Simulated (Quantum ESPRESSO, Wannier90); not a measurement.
**ZnHgTe2 (R3m), plane waves to Wannier functions**

```
ZnHgTe2
1.0
   -2.27504     3.94048     0.00000
   -4.55008     0.00000     0.00000
   -2.27504     1.31349     7.41364
Zn Hg Te
1 1 2
Cartesian
  2.27504  -1.31349   3.69726
  0.00000   0.00000   0.02106
  0.00000   0.00000   2.89125
 -2.27504   1.31349  -1.04903
```

Structure: Materials Project mp-1215476, symmetrised, not relaxed again. Not found in the COD (Crystallography Open Database) copy used; not checked further. Method: PBEsol plane waves in Quantum ESPRESSO 7.5 (PseudoDojo norm-conserving files, 68 Ry, no spin polarisation, no spin-orbit coupling), Bloch states on a 6×6×6 mesh through Γ, Wannier90 4.0.1. Density: 8×8×8 mesh, cold smearing 0.01 Ry. Spin-orbit coupling is left out although heavy elements are present.

Base run: 16 functions from bands 19-20,31-58 of the 58 computed, start hydrogen-like Zn: s;p; Hg: s;p; Te: s;p, centres 0.05 Å off the atoms, frozen window up to 1.50 eV relative to the Fermi level, outer window open. Bands 21–30 (Zn 3d 49 %, Hg 5d 47 %) lie between the kept ones and are excluded. One setting was then changed (edges relative to the Fermi level; misfit to pw.x on a path, for states up to 1.0 eV relative to the Fermi level).

```json
[
 {"run": "base", "Ω_I (Å²)": "32.44", "rms misfit (meV)": "2.9", "worst (meV)": "13"},
 {"run": "changed", "Ω_I (Å²)": "42.58", "rms misfit (meV)": "3.4", "worst (meV)": "15"}
]
```

**Question.** Which change was made?
A. frozen window to 0.50 eV
B. frozen window to 1.00 eV
C. no frozen window
D. outer window to 10.55 eV
E. frozen window to -1.50 eV

**Answer.** D, outer window to 10.55 eV. The others give:

| run | Ω_I (Å²) | rms misfit (meV) | worst (meV) |
|---|---|---|---|
| frozen window to -1.50 eV | 31.86 | 45 | 314 |
| frozen window to 1.00 eV | 32.20 | 4.9 | 96 |
| frozen window to 0.50 eV | 32.13 | 20 | 272 |
| no frozen window | 31.25 | 114 | 661 |
